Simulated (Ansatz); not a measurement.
Geometry optimisation in Ansatz: input, command and trajectory.

```yaml
crystal:
  lattice:
    - [4.0343848471, 0.0, 0.0]
    - [0.0, 4.0343848471, 0.0]
    - [0.0, 0.0, 4.993216203]
  atoms:
    - { symbol: Pb, position: [0.0, 0.5, 0.2377510646] }
    - { symbol: Pb, position: [0.5, 0.0, 0.7622489354] }
    - { symbol: O, position: [0.0, 0.0, 0.0] }
    - { symbol: O, position: [0.5, 0.5, 0.0] }
basis:
  ecutwfc: 420
kpoints:
  mp_grid: { grid: [8, 8, 6] }
hamiltonian:
  xc: lda
scf:
  occupations: { method: gaussian, width: 0.02 }
output:
  forces: true
  stress: true
  eigenvalues: true
relax:
  adjacent_minimum: "off"
  f_tol: 0.005
  max_steps: 50
  cell: { stress_tol: 0.05 }
```

```bash
ansatz run input.yaml --threads 1 --pin off --max-ram 2560MiB --backend cpu --events-out ev --progress --plain --runs-dir out
```

Method: DFT LDA, scalar-relativistic, plane waves, PAW in Ansatz 0.2.0.

Of 8 frames 8 are shown, positions in Å and forces in eV/Å; the SCF threshold varies from step to step. Steps run on the plane waves of an earlier cell, with a Pulay correction in the pressure. The basis is chosen afresh for the last frame, the zero of the energies, and at times for earlier ones too; energy and pressure step there, also at an unchanged geometry. Here that happened at step 6 (2 meV/atom, -0.2 GPa); the frames before carry an error of that size.

```xyz
4
Lattice="4.0344 0.0000 0.0000 0.0000 4.0344 0.0000 0.0000 0.0000 4.9932" Properties=species:S:1:pos:R:3:forces:R:3 pbc="T T T" step=1 free_energy_over_end_meV_per_atom=17.37 pressure_GPa=-4.56
Pb    0.0000    2.0172    1.1871    0.0000    0.0000   -0.5974
Pb    2.0172    0.0000    3.8061    0.0000    0.0000    0.5974
O     0.0000    0.0000    0.0000    0.0000    0.0000    0.0000
O     2.0172    2.0172    0.0000    0.0000    0.0000    0.0000
4
Lattice="3.9301 0.0000 0.0000 0.0000 3.9301 0.0000 0.0000 0.0000 4.8812" Properties=species:S:1:pos:R:3:forces:R:3 pbc="T T T" step=2 free_energy_over_end_meV_per_atom=1.57 pressure_GPa=2.56
Pb    0.0000    1.9650    1.1523    0.0000    0.0000    0.5384
Pb    1.9650    0.0000    3.7289    0.0000    0.0000   -0.5384
O     0.0000    0.0000    0.0000    0.0000    0.0000    0.0000
O     1.9650    1.9650    0.0000    0.0000    0.0000    0.0000
4
Lattice="3.9294 0.0000 0.0000 0.0000 3.9294 0.0000 0.0000 0.0000 4.8898" Properties=species:S:1:pos:R:3:forces:R:3 pbc="T T T" step=3 free_energy_over_end_meV_per_atom=-1.71 pressure_GPa=-0.09
Pb    0.0000    1.9647    1.1960    0.0000    0.0000   -0.2283
Pb    1.9647    0.0000    3.6938    0.0000    0.0000    0.2283
O     0.0000    0.0000    0.0000    0.0000    0.0000    0.0000
O     1.9647    1.9647    0.0000    0.0000    0.0000    0.0000
4
Lattice="3.9507 0.0000 0.0000 0.0000 3.9507 0.0000 0.0000 0.0000 4.9337" Properties=species:S:1:pos:R:3:forces:R:3 pbc="T T T" step=4 free_energy_over_end_meV_per_atom=-1.93 pressure_GPa=-0.19
Pb    0.0000    1.9754    1.1768    0.0000    0.0000    0.0008
Pb    1.9754    0.0000    3.7569    0.0000    0.0000   -0.0008
O     0.0000    0.0000    0.0000    0.0000    0.0000    0.0000
O     1.9754    1.9754    0.0000    0.0000    0.0000    0.0000
4
Lattice="3.9462 0.0000 0.0000 0.0000 3.9462 0.0000 0.0000 0.0000 4.9211" Properties=species:S:1:pos:R:3:forces:R:3 pbc="T T T" step=5 free_energy_over_end_meV_per_atom=-2.23 pressure_GPa=0.00
Pb    0.0000    1.9731    1.1780    0.0000    0.0000    0.0017
Pb    1.9731    0.0000    3.7431    0.0000    0.0000   -0.0017
O     0.0000    0.0000    0.0000    0.0000    0.0000    0.0000
O     1.9731    1.9731    0.0000    0.0000    0.0000    0.0000
4
Lattice="3.9462 0.0000 0.0000 0.0000 3.9462 0.0000 0.0000 0.0000 4.9211" Properties=species:S:1:pos:R:3:forces:R:3 pbc="T T T" step=6 free_energy_over_end_meV_per_atom=0.07 pressure_GPa=-0.19
Pb    0.0000    1.9731    1.1780    0.0000    0.0000    0.0015
Pb    1.9731    0.0000    3.7431    0.0000    0.0000   -0.0015
O     0.0000    0.0000    0.0000    0.0000    0.0000    0.0000
O     1.9731    1.9731    0.0000    0.0000    0.0000    0.0000
4
Lattice="3.9423 0.0000 0.0000 0.0000 3.9423 0.0000 0.0000 0.0000 4.9020" Properties=species:S:1:pos:R:3:forces:R:3 pbc="T T T" step=7 free_energy_over_end_meV_per_atom=-0.31 pressure_GPa=0.02
Pb    0.0000    1.9711    1.1789    0.0000    0.0000    0.0009
Pb    1.9711    0.0000    3.7231    0.0000    0.0000   -0.0009
O     0.0000    0.0000    0.0000    0.0000    0.0000    0.0000
O     1.9711    1.9711    0.0000    0.0000    0.0000    0.0000
4
Lattice="3.9423 0.0000 0.0000 0.0000 3.9423 0.0000 0.0000 0.0000 4.9020" Properties=species:S:1:pos:R:3:forces:R:3 pbc="T T T" step=8 free_energy_over_end_meV_per_atom=0.00 pressure_GPa=0.00
Pb    0.0000    1.9711    1.1789    0.0000    0.0000    0.0009
Pb    1.9711    0.0000    3.7231    0.0000    0.0000   -0.0009
O     0.0000    0.0000    0.0000    0.0000    0.0000    0.0000
O     1.9711    1.9711    0.0000    0.0000    0.0000    0.0000
```

The run took 47 s on 1 thread of Arm Neoverse V2, with other jobs on the host, peak memory 0.38 GiB.

Spin–orbit coupling is left out, which can shift energies with elements as heavy as these.